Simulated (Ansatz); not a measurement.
A relaxation computed with Ansatz, from input to last step.

```yaml
crystal:
  lattice:
    - [0.0, 2.2640679459, 2.4164164432]
    - [2.1286470594, 0.0, 2.4164164432]
    - [2.1286470594, 2.2640679459, 0.0]
  atoms:
    - { symbol: H, position: [0.0, 0.0, 0.0] }
    - { symbol: Os, position: [0.5, 0.5, 0.5] }
basis:
  ecutwfc: 420
kpoints:
  mp_grid: { grid: [6, 6, 6] }
hamiltonian:
  xc: pbe
scf:
  occupations: { method: gaussian, width: 0.1 }
  lower_state_search: "off"
output:
  forces: true
  stress: true
  eigenvalues: true
relax:
  adjacent_minimum: "off"
  f_tol: 0.04
  max_steps: 70
  cell: { stress_tol: 0.4 }
```

```bash
ansatz run input.yaml --threads 1 --pin off --max-ram 2560MiB --backend cpu --events-out ev --progress --plain --runs-dir out
```

Computed with DFT PBE, scalar-relativistic, plane waves, PAW in Ansatz 0.2.0.

Of 7 frames 7 are shown, positions in Å and forces in eV/Å; the SCF threshold varies from step to step. Steps run on the plane waves of an earlier cell, with a Pulay correction in the pressure. The basis is chosen afresh for the last frame, the zero of the energies, and at times for earlier ones too; energy and pressure step there, also at an unchanged geometry. Here that happened at step 7 (2 meV/atom, 0.0 GPa); the frames before carry an error of that size.

```xyz
2
Lattice="0.0000 2.2641 2.4164 2.1286 0.0000 2.4164 2.1286 2.2641 0.0000" Properties=species:S:1:pos:R:3:forces:R:3 pbc="T T T" step=1 free_energy_over_end_meV_per_atom=750.54 pressure_GPa=-47.84
H     0.0000    0.0000    0.0000    0.0000    0.0000    0.0000
Os    2.1286    2.2641    2.4164    0.0000    0.0000    0.0000
2
Lattice="0.0000 2.1622 2.2984 2.0431 0.0000 2.2984 2.0431 2.1622 0.0000" Properties=species:S:1:pos:R:3:forces:R:3 pbc="T T T" step=2 free_energy_over_end_meV_per_atom=331.36 pressure_GPa=-39.22
H     0.0000    0.0000    0.0000    0.0000    0.0000    0.0000
Os    2.0431    2.1622    2.2984    0.0000    0.0000    0.0000
2
Lattice="0.0000 2.0841 2.1809 1.9934 0.0000 2.1809 1.9934 2.0841 0.0000" Properties=species:S:1:pos:R:3:forces:R:3 pbc="T T T" step=3 free_energy_over_end_meV_per_atom=94.54 pressure_GPa=-22.55
H     0.0000    0.0000    0.0000    0.0000    0.0000    0.0000
Os    1.9934    2.0841    2.1809    0.0000    0.0000    0.0000
2
Lattice="0.0000 2.0336 2.0632 1.9864 0.0000 2.0632 1.9864 2.0336 0.0000" Properties=species:S:1:pos:R:3:forces:R:3 pbc="T T T" step=4 free_energy_over_end_meV_per_atom=5.57 pressure_GPa=-2.31
H     0.0000    0.0000    0.0000    0.0000    0.0000    0.0000
Os    1.9864    2.0336    2.0632    0.0000    0.0000    0.0000
2
Lattice="0.0000 2.0192 2.0243 2.0227 0.0000 2.0243 2.0227 2.0192 0.0000" Properties=species:S:1:pos:R:3:forces:R:3 pbc="T T T" step=5 free_energy_over_end_meV_per_atom=-2.28 pressure_GPa=-0.11
H     0.0000    0.0000    0.0000    0.0000    0.0000    0.0000
Os    2.0227    2.0192    2.0243    0.0000    0.0000    0.0000
2
Lattice="0.0000 2.0221 2.0218 2.0216 0.0000 2.0218 2.0216 2.0221 0.0000" Properties=species:S:1:pos:R:3:forces:R:3 pbc="T T T" step=6 free_energy_over_end_meV_per_atom=-2.32 pressure_GPa=0.00
H     0.0000    0.0000    0.0000    0.0000    0.0000    0.0000
Os    2.0216    2.0221    2.0218    0.0000    0.0000    0.0000
2
Lattice="0.0000 2.0221 2.0218 2.0216 0.0000 2.0218 2.0216 2.0221 0.0000" Properties=species:S:1:pos:R:3:forces:R:3 pbc="T T T" step=7 free_energy_over_end_meV_per_atom=0.00 pressure_GPa=0.00
H     0.0000    0.0000    0.0000    0.0000    0.0000    0.0000
Os    2.0216    2.0221    2.0218    0.0000    0.0000    0.0000
```

The start puts this composition into another compound's structure type, which needn't suit it. At the end the space group is Fm-3m (tolerance 0.05 Å).

Time: 6.6 s on 1 thread of Arm Neoverse V2, with other jobs on the host, peak memory 0.28 GiB.

The k mesh is coarse. Spin–orbit coupling is left out, which can shift energies with elements as heavy as these.